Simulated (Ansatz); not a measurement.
A geometry of Cu away from equilibrium: step 2 of the relaxation of a relaxed Cu cell, doubled along one cell vector, shaken by Gaussian noise of σ = 0.08 Å a coordinate. All values below come from r2SCAN (plane waves to 500 eV, PAW, scalar-relativistic; Ansatz, an electronic-structure program). Γ-centred k-mesh 8×15×4 on the run's cell (coarser than for final values), Fermi–Dirac smearing 0.05 eV.

```
Cu
1.0
    5.05582    -0.00730     0.00038
   -1.26712     2.18212    -0.00213
    0.00063    -0.00770     8.29209
Cu
8
Direct
  0.03200   0.04473   0.01103
  0.48546   0.99894   0.01174
  0.00791   0.03332   0.50196
  0.49378   0.00348   0.51233
  0.15619   0.69181   0.26167
  0.66034   0.65539   0.25512
  0.31748   0.29760   0.75649
  0.81971   0.27588   0.74910
```

**Question.** Predict the force on each atom, in eV/Å.

**Answer.** 
```json
[
 {"atom": "Cu1", "Fx": "-1.39", "Fy": "-0.79", "Fz": "-0.22"},
 {"atom": "Cu2", "Fx": "1.23", "Fy": "0.61", "Fz": "-0.36"},
 {"atom": "Cu3", "Fx": "-0.36", "Fy": "-0.39", "Fz": "0.25"},
 {"atom": "Cu4", "Fx": "0.28", "Fy": "0.18", "Fz": "-0.43"},
 {"atom": "Cu5", "Fx": "0.32", "Fy": "-0.13", "Fz": "-0.13"},
 {"atom": "Cu6", "Fx": "-0.17", "Fy": "0.21", "Fz": "0.16"},
 {"atom": "Cu7", "Fx": "0.15", "Fy": "0.05", "Fz": "0.10"},
 {"atom": "Cu8", "Fx": "-0.05", "Fy": "0.27", "Fz": "0.63"}
]
```

**Question.** What is the pressure?

**Answer.** +2.3 GPa, compression positive.

**Question.** How much energy per atom can still be gained by relaxing?

**Answer.** 0.03 eV/atom; the path ends in P6₃/mmc (No. 194) (AFLOW prototype A_hP4_194_ac (A3', as in La)).

No spin polarisation in the result.

The end of the path is a generated cell of Cu: the first start was made by placing the elements on the sites of a structure type, and the end was not matched to a known phase here, so it may be hypothetical. Known forms of Cu include space group No. 225.
